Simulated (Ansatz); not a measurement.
The cell below belongs to a search over invented structures; it isn't taken from experiment.

Input and command of a plane-wave DFT calculation in Ansatz:

```yaml
crystal:
  lattice:
    - [2.9633020279, -1.7104303495, 0.0156712854]
    - [2.9633020279, 1.7104303495, 0.0156712854]
    - [-2.1711110825, 0.0, 17.2366421449]
  atoms:
    - { symbol: Cd, position: [0.2229378146, 0.2229378146, 0.6851280309] }
    - { symbol: Cd, position: [0.7770621854, 0.7770621854, 0.3148719691] }
    - { symbol: Cd, position: [0.3889002489, 0.3889002489, 0.1573361589] }
    - { symbol: Cd, position: [0.0, 0.0, 0.0] }
    - { symbol: Cd, position: [0.6110997511, 0.6110997511, 0.8426638411] }
    - { symbol: Hg, position: [0.5, 0.5, 0.5] }
    - { symbol: O, position: [0.5322910778, 0.5322910778, 0.6156684617] }
    - { symbol: O, position: [0.4677089222, 0.4677089222, 0.3843315383] }
    - { symbol: O, position: [0.0832923476, 0.0832923476, 0.2357043505] }
    - { symbol: O, position: [0.6945470251, 0.6945470251, 0.0785745171] }
    - { symbol: O, position: [0.3054529749, 0.3054529749, 0.9214254829] }
    - { symbol: O, position: [0.9167076524, 0.9167076524, 0.7642956495] }
basis:
  ecutwfc: 420
kpoints:
  mp_grid: { grid: [12, 12, 4] }
hamiltonian:
  xc: pbe
scf:
  occupations: { method: fermi_dirac, width: 0.15 }
output:
  forces: true
  stress: true
  eigenvalues: true
relax:
  adjacent_minimum: "off"
  f_tol: 0.001
  max_steps: 60
  cell: { stress_tol: 0.01 }
```

```bash
ansatz run input.yaml --threads 4 --pin off --max-ram 8192MiB --backend cpu --events-out ev --progress --plain --runs-dir out
```

Processor: Intel(R) Xeon(R) 6975P-C (Granite Rapids), 4 threads, on a host shared with other jobs.

**Question.** Estimate time, memory and problem size.

**Answer.** About 3.9 min, peak memory 2 GiB. It solves 96 bands at 164 k points (after reduction by symmetry) with about 3417 plane waves (on the last cell), in 74 SCF iterations over 11 ionic steps.
